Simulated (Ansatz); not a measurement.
## Two states of Eu2SeO2

```
O Eu Se
1.0
     4.05204    0.00000    0.00000
    -2.02602    3.50917    0.00000
     0.00000    0.00000    7.20541
O Eu Se
2 2 1
Cartesian
  -0.0002 2.3396 4.4674
  2.0262 1.1696 2.7381
  -0.0002 2.3396 2.0896
  2.0262 1.1696 5.1158
  0.0000 0.0000 0.0000
```

The numbers come from plane-wave PAW DFT (Ansatz): r2SCAN, 500 eV, 5×5×3 Γ-centred k points, fermi-dirac occupations (width 0.1 eV). Nothing was relaxed.

State A: Eu3 along (0.00, 0.00, 1.00), Eu4 along (0.00, 0.00, 1.00) (spinors with spin-orbit coupling). State B: Eu3 along (1.00, 0.00, 0.00), Eu4 along (1.00, 0.00, 0.00) (spinors with spin-orbit coupling).

Question: Which state is lower, and how do they differ?

Answer: State B is lower by 1.3 meV an atom at zero smearing. So small a gap isn't resolved on this mesh where a state is a metal.

| state | free energy (meV/atom) | largest moment in a small sphere (μB) | net moment (μB/cell) | gap on mesh (eV) | pressure (GPa) | largest force (eV/Å) |
| --- | --- | --- | --- | --- | --- | --- |
| A | 1.1 | 5.96 | 12.01 | metal | -8.0 | 1.01 |
| B | 0.0 | 5.96 | 12.00 | metal | -8.0 | 1.01 |

Origin: a known structure type with other elements, at an estimated volume, so it need not be a known compound. Caveats: semilocal functionals often miss the gap of such magnets; the k mesh is coarse if the cell is a metal; f shells without a U or exact exchange are poorly placed.
